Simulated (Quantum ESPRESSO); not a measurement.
Field gradients of K3RbI4 from PBE PAW (JTH datasets; density from pw.x of a modified build of Quantum ESPRESSO, gradients reconstructed from it by a script). The input of pw.x:

```
&CONTROL
  calculation = 'scf'
  prefix = 'x'
  pseudo_dir = './pseudo'
  outdir = './out'
  tprnfor = .true.
/
&SYSTEM
  ibrav = 0
  nat = 8
  ntyp = 3
  ecutwfc = 40
  ecutrho = 160
  occupations = 'fixed'
  nbnd = 36
/
&ELECTRONS
  conv_thr = 1e-11
/
ATOMIC_SPECIES
Rb 85.468 Rb.GGA_PBE-JTH.UPF
I 126.904 I.GGA_PBE-JTH.UPF
K 39.098 K.GGA_PBE-JTH.UPF
CELL_PARAMETERS angstrom
    7.274804544000     0.000000000000     0.000000000000
    0.000000000000     7.274804544000     0.000000000000
    0.000000000000     0.000000000000     7.274804544000
ATOMIC_POSITIONS crystal
Rb     0.000000000000     0.000000000000     0.000000000000
I      0.500000000000     0.000000000000     0.000000000000
K      0.000000000000     0.500000000000     0.500000000000
I      0.500000000000     0.500000000000     0.500000000000
K      0.500000000000     0.000000000000     0.500000000000
I      0.000000000000     0.000000000000     0.500000000000
K      0.500000000000     0.500000000000     0.000000000000
I      0.000000000000     0.500000000000     0.000000000000
K_POINTS automatic
3 3 3 0 0 0
```
The cell was made here from a computed Materials Project entry: one of 4 K replaced by Rb, cell and atoms relaxed (PBE without dispersion, pw.x of Quantum ESPRESSO, symmetry kept). The parent is KI in Fm-3m. The swapped cell is a model, not a known phase. Stability against distortions was not tested.

Vzz is the sum of three terms, each taken along its main axis: the smooth valence density, the ions (nucleus and frozen core) with the augmentation charges of all other spheres, and the all-electron minus smooth density in the atom's own sphere. The split hangs on the datasets.  Cores are frozen. I had no test against all-electron runs. Spin–orbit coupling is left out, a limit on I.

```
site                smooth valence density  ions and other spheres  own sphere  Vzz (a.u.)
------------------  ----------------------  ----------------------  ----------  ----------
I1 (atoms 2, 6, 8)                  -0.025                   0.022           ?           ?
```

### Question
Some entries are withheld; supply them.

### Answer

- I1 (atoms 2, 6, 8), own sphere: -0.320
- I1 (atoms 2, 6, 8), Vzz (a.u.): -0.323
